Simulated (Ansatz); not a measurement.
Relaxed-ion elastic tensor of IrW (L1₀ or tetragonal B2, space group No. 123) in GPa (Voigt order), the program Ansatz at the PBEsol level (PAW); density 21.22 g/cm³, 14.72 Å³ per atom.

|  | 1 | 2 | 3 | 4 | 5 | 6 |
|---|---|---|---|---|---|---|
| 1 | 744 | 106 | 238 | 0.0 | 0.0 | 0.0 |
| 2 | 106 | 744 | 238 | 0.0 | 0.0 | 0.0 |
| 3 | 238 | 238 | 627 | 0.0 | 0.0 | 0.0 |
| 4 | 0.0 | 0.0 | 0.0 | 253 | 0.0 | 0.0 |
| 5 | 0.0 | 0.0 | 0.0 | 0.0 | 253 | 0.0 |
| 6 | 0.0 | 0.0 | 0.0 | 0.0 | 0.0 | 108 |

Problem. Is the crystal mechanically stable?

Solution. Yes: the smallest eigenvalue of C is 108 GPa.

Problem. Work out the Voigt, Reuss and Hill averages.

Solution. K_V = 365, K_R = 365, K_H = 365; G_V = 225, G_R = 196, G_H = 210 GPa.

Problem. Give Young's modulus, Poisson's ratio, Pugh's ratio and the universal anisotropy index.

Solution. E = 9KG/(3K + G) = 529 GPa; ν = 0.26; K/G = 1.73 (near the Pugh limit of 1.75, no verdict); A_U = 5G_V/G_R + K_V/K_R − 6 = 0.74.

Problem. Estimate the sound speeds and the Debye temperature.

Solution. v_l = √((K + 4G/3)/ρ) = 5510 m/s, v_t = √(G/ρ) = 3150 m/s, mean 3500 m/s; Θ = (h/k)(3n/4πV)^(1/3) v_m = 425 K.

Problem. How much does each axis shrink under pressure?

Solution. Linear compressibilities β_i = Σ_j S_ij (j = 1 to 3): x 0.93, y 0.93, z 0.89 per TPa.

Space group P4/mmm (L1₀ or tetragonal B2). The start of the workflow was typed in or built on a structure type; neither database checked (COD, Materials Project) lists it. COD files the formula under space group No. 51. Whether it is the stable phase at ambient conditions was not checked. The PBEsol relaxation kept the symmetry of its start; whether a distortion lowers the energy is not shown. No spin polarisation was allowed. As this level gives no gap, shear constants depend on the k-mesh and smearing (Fermi–Dirac, 0.1 eV here). Spin–orbit coupling is left out wherever it is not named.

Potentials: the later of the program's two PAW sets.
